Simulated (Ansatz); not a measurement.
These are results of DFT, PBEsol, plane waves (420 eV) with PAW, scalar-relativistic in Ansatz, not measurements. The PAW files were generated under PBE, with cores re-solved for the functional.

An element in the fcc structure gives this curve. The cell is scaled uniformly from the relaxed one, with fractional coordinates and shape fixed. Energies are extrapolated to zero smearing, pressures are those at the given smearing. Magnetic state: spin not included.

```
V (Å³/atom)  E − E₀ (meV/atom)  P (GPa)
      6.157               64.8    27.34
      6.437               27.0    16.46
      6.717                6.3     7.47
      6.997                0.0    -0.08
      7.276                5.8    -6.39
      7.556               21.8   -11.67
      7.836               46.3   -16.04
```

Problem. Which element is it?
A. cobalt
B. nickel
C. carbon
D. copper

Solution. C. Its fit is V₀ = 6.99 Å³/atom, B₀ = 173 GPa, B₀′ = 3.3.
